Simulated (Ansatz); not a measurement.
**Phonon spectrum of SnGe2**

Level of theory: Ansatz, DFT PBE, scalar-relativistic, plane waves, PAW. Cutoff 420 eV, 12×12×4 k-points (Γ-centred), Gaussian smearing of 0.10 eV. No spin polarisation. Phonons by linear response, acoustic sum rule imposed.

The cell, relaxed at this level:
```yaml
crystal:
  lattice:
    - [4.29235, 0.00000, 0.00000]
    - [-2.14617, 3.71728, 0.00000]
    - [0.00000, 0.00000, 10.53323]
  atoms:
    - { symbol: Sn, position: [0.00000, 0.00000, 0.86359] }
    - { symbol: Sn, position: [0.00000, 0.00000, 0.13641] }
    - { symbol: Ge, position: [0.33333, 0.66667, 0.77340] }
    - { symbol: Ge, position: [0.66667, 0.33333, 0.22660] }
    - { symbol: Ge, position: [0.33333, 0.66667, 0.53631] }
    - { symbol: Ge, position: [0.66667, 0.33333, 0.46369] }
```

The cell was found from a proposed guess, not taken from experiment. In a metal, frequencies and elastic constants depend on the k mesh and the smearing, soft modes and shear constants most. Spin–orbit coupling is left out, which matters for heavy elements. The q mesh is coarse, so values between its points are rough.

Force constants from linear response on a 2×2×1 q mesh.

Path: Γ–M–K–Γ–A–L–H–A | L–M | H–K. Only the points of the 2×2×1 mesh were computed; the rest is interpolation, which is rough on so few points. On the mesh no mode is imaginary. Distance along the path (Å⁻¹), then the branches (cm⁻¹, negative for imaginary):
```
0.000  0 0 0 40 40 50 50 130 133 190 223 223 225 225 228 228 233 254
0.211  16 16 41 42 53 54 64 130 132 188 221 222 224 224 226 227 235 252
0.423  30 35 45 62 66 77 89 130 141 182 213 218 219 223 223 225 237 249
0.634  41 48 51 63 70 86 118 143 162 176 200 211 212 218 222 224 239 246
0.845  47 47 52 71 73 76 134 150 172 181 187 205 210 214 222 223 240 245
0.967  49 49 54 69 78 81 134 150 170 180 186 204 209 214 222 224 240 244
1.089  48 52 60 72 82 95 136 149 166 179 182 201 208 214 223 224 240 244
1.211  47 53 58 82 87 108 140 149 158 177 178 199 207 214 224 224 241 243
1.333  46 55 55 88 88 114 144 151 151 176 176 198 206 214 225 225 242 242
1.577  45 53 62 78 80 97 124 152 153 174 191 204 209 216 224 224 240 244
1.821  34 46 53 65 73 78 94 139 139 181 209 216 217 222 224 224 238 248
2.065  18 20 43 47 54 57 68 130 132 187 220 222 224 224 226 226 235 252
2.309  0 0 0 40 40 50 50 130 133 190 223 223 225 225 228 228 233 254
2.384  6 6 18 38 38 51 51 118 144 189 223 223 225 225 228 228 233 254
2.458  13 13 35 35 36 52 52 103 155 186 223 223 224 224 228 228 233 254
2.533  19 19 30 30 53 53 53 87 165 181 224 224 224 224 228 228 233 254
2.607  24 24 26 26 54 54 68 73 172 175 224 224 224 224 228 228 233 254
2.818  23 31 34 38 56 68 76 83 171 172 221 222 223 224 227 227 235 252
3.030  31 37 43 43 62 90 102 109 166 168 213 218 220 222 223 225 238 249
3.241  35 41 48 54 70 96 131 137 163 171 200 212 213 216 222 224 239 246
3.452  31 46 48 68 73 87 144 157 157 179 188 206 210 214 222 223 239 245
3.574  33 51 53 68 77 87 144 156 157 179 187 204 211 213 222 223 239 245
3.696  38 59 63 70 79 93 145 154 155 179 183 200 212 212 224 224 240 244
3.818  45 61 69 76 77 104 146 152 153 178 178 196 210 212 225 225 241 243
3.940  48 65 65 79 79 109 148 152 152 176 176 195 210 212 225 225 242 242
4.184  43 48 66 70 86 95 136 140 160 170 193 202 213 214 224 224 240 244
4.428  37 42 46 50 71 92 112 113 165 166 211 214 219 220 224 224 238 248
4.672  29 29 35 39 57 71 79 86 170 171 220 222 223 223 226 226 236 252
4.916  24 24 26 26 54 54 68 73 172 175 224 224 224 224 228 228 233 254
4.953  32 46 48 67 73 87 144 155 160 179 188 206 210 214 222 223 239 245
5.028  40 46 48 64 73 87 140 153 165 179 188 206 210 214 222 223 239 245
5.103  47 48 49 62 73 85 136 151 169 180 188 205 210 214 222 223 239 245
5.177  47 47 52 68 73 79 134 150 171 181 187 205 210 214 222 223 240 245
5.214  48 65 65 79 79 109 148 152 152 176 176 195 210 212 225 225 242 242
5.289  48 63 63 81 81 110 148 152 152 176 176 195 209 212 225 225 242 242
5.364  47 59 59 84 84 112 146 152 152 176 176 196 208 213 225 225 242 242
5.438  46 56 56 87 87 113 144 151 151 176 176 197 207 214 225 225 242 242
5.513  46 55 55 88 88 114 144 151 151 176 176 198 206 214 225 225 242 242
```
